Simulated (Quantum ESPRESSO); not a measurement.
## Pd4Ag3Cu (input and log of a self-consistent run)

Computed values, not a measurement. The program is pw.x of Quantum ESPRESSO 7.5 (plane-wave density functional theory). The cell is made up: eight metal atoms on a hexagonal close-packed lattice, with elements, volume, strain and displacements drawn at random and not relaxed, so it may be unstable or far from any real phase. PseudoDojo standard norm-conserving files set the functional (PBE unless stated); there is no spin polarisation or spin-orbit coupling, the Fermi-Dirac width of 0.25 eV means electrons at about 2900 K, and the masses in the input are unused placeholders. The copper pseudopotential is less sure than most, with forces differing by about three percent and pressure by about two GPa from a second method on plain copper. A spin test at this wide smearing found no moment, but such smearing suppresses magnetism that the real alloy may have.

Input:

```
&control calculation='scf', pseudo_dir='./dojo.nc.sr.pbe.v0_5.standard.upf', outdir='./o', disk_io='minimal', tprnfor=.true., tstress=.true. /
&system ibrav=0, nat=8, ntyp=3, nbnd=87, ecutwfc=92.02030273, nosym=.true., tot_charge=0,
 occupations='smearing', smearing='fd', degauss=0.0183746611
/
&electrons conv_thr=1.470e-08, electron_maxstep=70, mixing_beta=0.5 /
ATOMIC_SPECIES
Ag 1.0 Ag.upf
Cu 1.0 Cu.upf
Pd 1.0 Pd.upf
CELL_PARAMETERS angstrom
-2.837 0.0424 -0.002
-0.0032 -0.0103 -4.7396
0.1469 -10.0757 -0.0216
ATOMIC_POSITIONS angstrom
Pd -0.081 0.0049 0.0206
Pd 0.0992 -5.0628 -0.0428
Ag 0.0835 -3.3592 -2.5238
Pd 0.1377 -8.3821 -2.3411
Ag -1.441 -2.5664 0.0703
Pd -1.2809 -7.622 0.1649
Ag -1.5285 -0.8444 -2.3765
Cu -1.35 -5.7863 -2.2434
K_POINTS automatic
8 5 3 1 1 1
```

The log is shortened where brackets say so; the opening notice, blank lines, dates and the lines on written files are dropped, and the path of the files is cut. It prints rydbergs, bohrs and kilobars, and counts compression as positive stress. Its total energy is the free energy E - TS of the whole cell.

```
     Program PWSCF v.7.5
     Parallel version (MPI & OpenMP), running on       4 processor cores
     Number of MPI processes:                 4
     Threads/MPI process:                     1
     [start-up lines left out]
     bravais-lattice index     =            0
     lattice parameter (alat)  =       5.3618  a.u.
     unit-cell volume          =     914.0627 (a.u.)^3
     number of atoms/cell      =            8
     number of atomic types    =            3
     number of electrons       =       148.00
     number of Kohn-Sham states=           87
     kinetic-energy cutoff     =      92.0203  Ry
     charge density cutoff     =     368.0812  Ry
     scf convergence threshold =      1.5E-08
     mixing beta               =       0.5000
     number of iterations used =            8  plain     mixing
     Exchange-correlation= PBE
                           (   1   4   3   4   0   0   0)
     [axes and pseudopotential details left out]
   Cartesian axes
     site n.     atom                  positions (alat units)
         1        Pd     tau(   1) = (  -0.0285481   0.0017270   0.0072604  )
         2        Pd     tau(   2) = (   0.0349626  -1.7843614  -0.0150847  )
         3        Ag     tau(   3) = (   0.0294292  -1.1839352  -0.8895021  )
         4        Pd     tau(   4) = (   0.0485318  -2.9542340  -0.8251103  )
         5        Ag     tau(   5) = (  -0.5078741  -0.9045163   0.0247769  )
         6        Pd     tau(   6) = (  -0.4514475  -2.6863402   0.0581183  )
         7        Ag     tau(   7) = (  -0.5387131  -0.2976050  -0.8375869  )
         8        Cu     tau(   8) = (  -0.4758015  -2.0393558  -0.7906764  )
     number of k points=    60  Fermi-Dirac smearing, width (Ry)=  0.0184
                       cart. coord. in units 2pi/alat
        k(    1) = (  -0.0631782  -0.0477264  -0.0597177), wk =   0.0333333
        k(    2) = (  -0.0603715   0.1400487  -0.0601277), wk =   0.0333333
     [further k points left out]
     Dense  grid:   108993 G-vectors     FFT dimensions: (  36,  60, 120)
     Estimated max dynamical RAM per process >     467.65 MB
     Estimated total dynamical RAM >       1.75 GB
     Initial potential from superposition of free atoms
     starting charge     147.9976, renormalised to     148.0000
     Starting wfcs are   76 randomized atomic wfcs +   11 random wfcs
     total cpu time spent up to now is       14.4 secs
     per-process dynamical memory:   382.3 Mb
     Self-consistent Calculation
     iteration #  1     ecut=    92.02 Ry     beta= 0.50
     Davidson diagonalization with overlap
     ethr =  1.00E-02,  avg # of iterations =  3.0
     total cpu time spent up to now is       53.5 secs
     total energy              =   -2391.28923935 Ry
     estimated scf accuracy    <       3.73758149 Ry
     iteration #  2     ecut=    92.02 Ry     beta= 0.50
     Davidson diagonalization with overlap
     ethr =  2.53E-03,  avg # of iterations =  3.5
     total cpu time spent up to now is      102.1 secs
     total energy              =   -2386.63603903 Ry
     estimated scf accuracy    <     100.54385685 Ry
     iteration #  3     ecut=    92.02 Ry     beta= 0.50
     Davidson diagonalization with overlap
     ethr =  2.53E-03,  avg # of iterations =  3.4
     total cpu time spent up to now is      148.9 secs
     total energy              =   -2391.73593862 Ry
     estimated scf accuracy    <      12.19491214 Ry
     iteration #  4     ecut=    92.02 Ry     beta= 0.50
     Davidson diagonalization with overlap
     ethr =  2.53E-03,  avg # of iterations =  2.4
     total cpu time spent up to now is      181.4 secs
     total energy              =   -2392.45990271 Ry
     estimated scf accuracy    <       8.66913572 Ry
     iteration #  5     ecut=    92.02 Ry     beta= 0.50
     Davidson diagonalization with overlap
     ethr =  2.53E-03,  avg # of iterations =  2.3
     total cpu time spent up to now is      212.6 secs
     total energy              =   -2392.99217466 Ry
     estimated scf accuracy    <       4.05786951 Ry
     [iterations 6 to 14 left out]
     iteration # 15     ecut=    92.02 Ry     beta= 0.50
     Davidson diagonalization with overlap
     ethr =  6.88E-09,  avg # of iterations =  2.0
     total cpu time spent up to now is      570.7 secs
     total energy              =   -2393.26071115 Ry
     estimated scf accuracy    <       0.00002362 Ry
     iteration # 16     ecut=    92.02 Ry     beta= 0.50
     Davidson diagonalization with overlap
     ethr =  6.88E-09,  avg # of iterations =  1.6
     total cpu time spent up to now is      603.4 secs
     total energy              =   -2393.26071146 Ry
     estimated scf accuracy    <       0.00003184 Ry
     iteration # 17     ecut=    92.02 Ry     beta= 0.50
     Davidson diagonalization with overlap
     ethr =  6.88E-09,  avg # of iterations =  1.0
     total cpu time spent up to now is      639.0 secs
     total energy              =   -2393.26071308 Ry
     estimated scf accuracy    <       0.00000149 Ry
     iteration # 18     ecut=    92.02 Ry     beta= 0.50
     Davidson diagonalization with overlap
     ethr =  1.01E-09,  avg # of iterations =  1.0
     total cpu time spent up to now is      671.5 secs
     total energy              =   -2393.26071318 Ry
     estimated scf accuracy    <       0.00000006 Ry
     iteration # 19     ecut=    92.02 Ry     beta= 0.50
     Davidson diagonalization with overlap
     ethr =  3.85E-11,  avg # of iterations =  2.0
     total cpu time spent up to now is      705.1 secs
     End of self-consistent calculation
     [lines on levels left out]
!    total energy              =   -2393.26071319 Ry
     estimated scf accuracy    <          5.9E-09 Ry
     smearing contrib. (-TS)   =      -0.08730337 Ry
     internal energy E=F+TS    =   -2393.17340982 Ry
     The total energy is F=E-TS. E is the sum of the following terms:
     one-electron contribution =    -991.69354961 Ry
     hartree contribution      =     578.06282159 Ry
     xc contribution           =    -354.72087170 Ry
     ewald contribution        =   -1624.82181010 Ry
     convergence has been achieved in  19 iterations
     Forces acting on atoms (cartesian axes, Ry/au):
     atom    1 type  3   force =     0.00223745    0.00449932   -0.00362758
     atom    2 type  3   force =    -0.00403956   -0.02922487    0.00165732
     atom    3 type  1   force =    -0.01630750   -0.03537420    0.05361976
     atom    4 type  3   force =    -0.00227112    0.01439406    0.01977039
     atom    5 type  1   force =     0.01389463    0.02171620   -0.05272889
     atom    6 type  3   force =    -0.00164313    0.02102400   -0.02098336
     atom    7 type  1   force =     0.00728662    0.02008405    0.01033491
     atom    8 type  2   force =     0.00084261   -0.01711857   -0.00804255
     Total force =     0.105635     Total SCF correction =     0.000216
     Computing stress (Cartesian axis) and pressure
          total   stress  (Ry/bohr**3)                   (kbar)     P=      -52.19
  -0.00026211   0.00007426  -0.00003885          -38.56       10.92       -5.71
   0.00007426  -0.00047896  -0.00004606           10.92      -70.46       -6.78
  -0.00003885  -0.00004606  -0.00032337           -5.71       -6.78      -47.57
     init_run     :     11.97s CPU     13.30s WALL (       1 calls)
     electrons    :    672.18s CPU    690.78s WALL (       1 calls)
     forces       :      4.70s CPU      4.87s WALL (       1 calls)
     stress       :     15.63s CPU     15.67s WALL (       1 calls)
     [timing details left out]
     PWSCF        :  11m45.64s CPU  12m 6.05s WALL
     JOB DONE.
```

In other units: free energy -32561.971 eV for the cell, pressure -5.22 GPa, largest force component 1.379 eV/Å in size. The run took 728 s of wall time with four MPI processes on a shared machine (Intel Xeon, 2023 or later, virtual cores), so the time is rough. A rerun of this cell at a higher cutoff and on a denser mesh moved values by no more than 0.013 eV in energy, 0.04 GPa in stress and 0.006 eV/Å in force, and a second program with other atomic files agreed on that cell to 2 % rms in force and 0.5 GPa in pressure.